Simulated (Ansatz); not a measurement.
Ansatz (an electronic-structure program) input:

Ansatz 0.2 input:
```yaml
crystal:
  lattice:
    - [0.0, 3.3784275986, 3.3784275986]
    - [3.3784275986, 0.0, 3.3784275986]
    - [3.3784275986, 3.3784275986, 0.0]
  atoms:
    - { symbol: In, position: [0.0, 0.0, 0.0] }
    - { symbol: Bi, position: [0.75, 0.75, 0.75] }
kpoints:
  mp_grid: { grid: [11, 11, 11] }
hamiltonian:
  xc: r2scan
  pseudopotentials: { kind: paw }
scf:
  occupations: { method: gaussian, width: 0.1 }
checkpoint: { read: metal.run }
output: { bader: true, populations: true }
```

Output (shortened):

```
Pseudopotentials: kind: paw
Pseudopotential: In, paw, valence charge 13
Pseudopotential: Bi, paw, valence charge 15
Functional definition: r2SCAN
Crystal: 2 atoms, lattice volume = 77.121 Å³
Basis set: ecut = 500 eV, 1917 PW (Γ), exchange–correlation on 144×144×144 points (64 copies of the dense FFT grid, shifted against one another)
Bands: 22, of which v1, the nominal top of the filled ones, is band 14 counted from 1 (13 counted from 0)
Symmetry: 24 space group operations
Space group: F-43m (ITA 216), of the structure as read, at distance tolerance 4.3e-5 Å
k-points: 56 of 1331 (time reversal used)
PAW frozen core: In, regenerated for the run's functional
PAW frozen core: Bi, regenerated for the run's functional
Initial density: read from a saved state, or passed on in memory by an earlier SCF of this step, an earlier step, the calling program or the single point that …
Stability of the state it starts from, as read at its close in the unpolarized treatment …
Initial wavefunctions: pseudopotential atomic-orbital guess
Eigensolver: davidson
Functional: x = r2scan, c = r2scan; τ floored in thin density (d = 2e-4 eV/Å³)
iter 1 solved again at ethr=4.18e-8 eV; its pass at ethr=3.10e-3 eV (dr2=1.17e-5 eV) is discarded
SCF iter   1: F=—  HF=-18023.047726 eV  |F-HF|=—  |Δ(HF+E_count)|=         —  Δρ=2.55e-7  dr2=5.39e-11  dr2_τ=9.86e-12  ethr=4.18e-8  ⟨swp⟩=3.7  Hψ=10290  notcnv=0
all-band conjugate gradients solve this SCF's bands
preconditioner: auto → Kerker (q_TF=auto, 2.304 Å⁻¹)
SCF iter   2: F=-18023.047726 eV  HF=-18023.047726 eV  |F-HF|=2.91e-11  |Δ(HF+E_count)|=   6.78e-9  Δρ=1.58e-7  dr2=2.80e-11  dr2_τ=7.64e-12  ethr=1.00e-12  ⟨swp⟩=8.6  Hψ=6786  notcnv=0
SCF 1 converged in 2 iterations: F = -18023.047726 eV  dr2 = 2.80e-11
SCF converged after 2 iterations
Free energy (F): -18023.047726 eV
Harris-Foulkes:  -18023.047726 eV  (|F-HF|=2.91e-11)
Internal energy: -18023.047111 eV  (E = F + TS)
E sigma→0 (E₀):  -18023.047418 eV
Entropy (-TS):   -0.000615 eV (-0.307 meV/atom)
Fermi energy:    6.849569 eV
--- Per-component energies (eV) ---
  E_band       = -230.920570
  E_kinetic    = 543.882967
  E_local      = -3197.964483  (includes V_loc(G=0)·N_el)
  E_nonlocal   = 927.110185
  E_hartree    = 1173.882804
  E_xc         = -340.216750
  E_vxc        = -261.311065  (∫ρ·V_xc dr)
  E_paw        = -14873.461542  (= ΣΔE_a)
  E_vpaw       = -608.765711  (= ΣTr[D̂ρ^β])
  E_aug_tail   = -0.000286  (compensation charges beyond the density's cutoff)
  E_vtau       = 18.362430  (kinetic-family band-sum trace: ∫τ·v_τ [+ j·A + Jᵃ·Aᵃ] dr)
  E_ewald      = -2258.121099
  E_core_change = 1.841093  (= ΣΔE_core)
  E_smearing   = -0.000615  (= −TS)
  E_closure    =  0.000000  (closes the sum)
  Σ components = -18023.047726   (vs F -18023.047726, Δ=0.00e0)
  [band-id]    e_kinetic+e_local+e_nonlocal+2·e_hartree+e_vxc+e_vpaw+e_augmentation_tail+e_vtau = -230.920354   (vs E_band -230.920570, Δ=2.16e-4)
--- Band table (eV; the first three rows and the last of 56) ---
  k-point 0: bands = ["-16.2874", "-16.2874", "-16.2874", "-16.2547", "-16.2547", "-8.3690", "-8.3690", "-8.3690", "-8.3023", "-8.3023", "-5.1302", "5.2417", "6.8425", "6.8425", "6.8425", "9.9359", "9.9359", "9.9359", "12.2606", "15.6110", "15.6110", "15.6592"]
  k-point 1: bands = ["-16.2874", "-16.2872", "-16.2872", "-16.2545", "-16.2545", "-8.3746", "-8.3676", "-8.3676", "-8.3026", "-8.3026", "-5.0690", "4.6396", "6.7313", "6.7313", "7.1424", "10.0334", "10.0903", "10.0903", "12.7224", "14.8609", "14.8609", "15.3114"]
  k-point 2: bands = ["-16.2874", "-16.2867", "-16.2867", "-16.2541", "-16.2541", "-8.3892", "-8.3639", "-8.3639", "-8.3032", "-8.3032", "-4.8953", "3.5837", "6.4766", "6.4766", "7.2984", "10.4289", "10.4289", "10.6160", "13.5239", "14.4428", "14.4428", "15.1174"]
  k-point 55: bands = ["-16.2874", "-16.2858", "-16.2819", "-16.2541", "-16.2506", "-8.4610", "-8.3399", "-8.3388", "-8.3082", "-8.3063", "-3.8010", "1.0770", "4.0050", "4.4823", "9.8046", "10.7805", "11.2975", "12.1162", "15.3225", "16.5043", "17.3485", "18.0299"]
  band table: 22 of 22 bands, residual norms ≤ 1.0e-3 eV
--- Löwdin populations: 2 sites ---
  site symbol       q [e]
     0     In     12.9473
     1     Bi     15.0126
  spilling = 0.001430 (of n_electrons = 28.000000)
--- Bader charges: 2 sites ---
  site symbol  charge [e]  shift [e]
     0     In      0.4205     0.0000
     1     Bi     -0.4205     0.0000
  shift: an alarm, by how much a part of what the PAW files miss would move the charge. Where it is large, compare
  with a run on PAW files of another source; a small one proves nothing
  estimated error of the sums over rays = 2.9e-4 e
```

Cost: roughly 40 core-seconds on shared cores.

The first step of the workflow began from a Materials Project structure, measured or hypothetical; the Crystallography Open Database copy checked does not list it. COD files the formula under space group No. 129, so this cell is another polymorph or a model. With In and Bi taken as one species the cell has the higher symmetry Fd-3m, so it may be an ordered model of a mixed-site phase. Whether it is the stable phase at ambient conditions was not checked. The r²SCAN relaxation kept the symmetry of its start; whether a distortion lowers the energy is not shown. Spin–orbit coupling is left out wherever it is not named.

Potentials: the later of the program's two PAW sets.

Ansatz is a plane-wave DFT program.
